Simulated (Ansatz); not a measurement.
BCl3:
```yaml
crystal:
  lattice:
    - [6.07094, 0.00000, 0.00000]
    - [-3.03547, 5.25759, 0.00000]
    - [0.00000, 0.00000, 6.46978]
  atoms:
    - { symbol: Cl, position: [0.05641, 0.37137, 0.25000] }
    - { symbol: Cl, position: [0.68504, 0.05641, 0.75000] }
    - { symbol: Cl, position: [0.62863, 0.68504, 0.25000] }
    - { symbol: Cl, position: [0.94359, 0.62863, 0.75000] }
    - { symbol: Cl, position: [0.31496, 0.94359, 0.25000] }
    - { symbol: Cl, position: [0.37137, 0.31496, 0.75000] }
    - { symbol: B, position: [0.33333, 0.66667, 0.25000] }
    - { symbol: B, position: [0.66667, 0.33333, 0.75000] }
```

Relaxed with r²SCAN+D4.

Task: Map the electron localisation function on the plane through (0.056, 0.371, 0.250) spanned by u = [1, 1, 0] and v = [1, -1, 0] in lattice vectors, from r²SCAN+D4 in the plane-wave PAW code Ansatz.

Result: x is the fraction of u, y of v (the angle between them is 90°; rows are the nearest grid lines); atoms in the plane: Cl at (0.00, 0.00), Cl at (0.50, 0.50), Cl at (0.44, 0.13), Cl at (0.94, 0.63), Cl at (0.42, 0.84), Cl at (0.92, 0.34), B at (0.29, 0.99), B at (0.79, 0.49).
```
|1258998200135421100000026898741|
|9888876336888654321000026899999|
|9987643479999888775300004799999|
|7641002578864589999840000257887|
|0000015899974479999851000000000|
|1000004899999998876300001233211|
|5310001489999887652000025777765|
|9886300001111100000001589999999|
|8999862000000112210001589987558|
|8999971000478999986311368875458|
|9999840002689999987632368998889|
|5543100026899875578997313788765|
|1000000036899875578998200145321|
|8775300004799999987643479999888|
|9998620002689999875212478988889|
|9999851000001233210003788741269|
|9998620000000000000026899998889|
|7652000025777765310001489999887|
|4210000268999988753000036777654|
|0000002689999888998730000000000|
|8752001378874137999972000135788|
|9987632368998889999840002689999|
|9888875458999888887610004799999|
|1258998200135421100000026898741|
```
Scale: ten equal steps from 0.003 (start of '0') to 0.923 (end of '9'), in the order '0123456789'; x runs from 0.000 to 1.00, y from 0.000 (bottom) to 1.00 (top).

The density is the valence pseudo-density with augmentation charge, so density and ELF within about 1 Å of a nucleus are not all-electron values.

Space group P6_3/m. The workflow started from an entry of the Crystallography Open Database (COD). Whether it is the stable phase at ambient conditions was not checked. The cell was relaxed with r²SCAN+D4 under the symmetry of its start; whether a distortion lowers the energy is not shown.

Potentials: the later of the program's two PAW sets.
